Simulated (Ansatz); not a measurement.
TiS2:
Space group P-3m1 (No. 164); a = b = 3.351 Å, c = 5.637 Å, α = β = 90.00°, γ = 120.00°

| atom | site | symmetry | x | y | z |
|---|---|---|---|---|---|
| Ti | 1a | -3m. | 0.0000 | 0.0000 | 0.0000 |
| S | 2d | 3m. | 0.6667 | 0.3333 | 0.2527 |

Relaxed with DFT-PBEsol in the program Ansatz with PAW potentials. Indices refer to the conventional cell of P-3m1, a = b = 3.3508 Å, c = 5.6373 Å, α = β = 90.00°, γ = 120.00°.

Simulate the powder diffraction pattern (Ag Kα, λ = 0.560885 Å; lines above 1 %) up to 2θ = 30°.

Simulated powder pattern, Ag Kα, λ = 0.560885 Å (kinematic, ideal powder, no thermal factors, no anomalous dispersion; the 30 strongest lines at most, above 1 %, up to 2θ = 30°):

```csv
2θ (°),d (Å),I/Imax (%),hkl
5.70,5.637,46,(0001)
11.09,2.902,2.5,(1 0 -1 0)
11.42,2.819,1.4,(0002)
12.48,2.580,100,(1 0 -1 1)+(0 1 -1 1)
15.95,2.022,57,(0 1 -1 2)+(1 0 -1 2)
17.17,1.879,3.0,(0003)
19.27,1.675,31,(1 1 -2 0)
20.11,1.606,9.2,(1 1 -2 1)
20.48,1.577,21,(0 1 -1 3)+(1 0 -1 3)
22.46,1.440,1.1,(1 1 -2 2)
22.96,1.409,5.9,(0004)
23.02,1.405,15,(0 2 -2 1)+(2 0 -2 1)
25.11,1.290,13,(2 0 -2 2)+(0 2 -2 2)
25.92,1.251,4.6,(1 1 -2 3)
28.27,1.148,7.5,(2 0 -2 3)+(0 2 -2 3)
```

The PBEsol relaxation kept the symmetry of its start; of distortions, only those at the zone centre were tested. The workflow began spin-polarised and lost its moments. A crystal of weakly bound layers computed without a dispersion correction: the cell and the soft elastic constants depend strongly on that.

Potentials: the later of the program's two PAW sets.
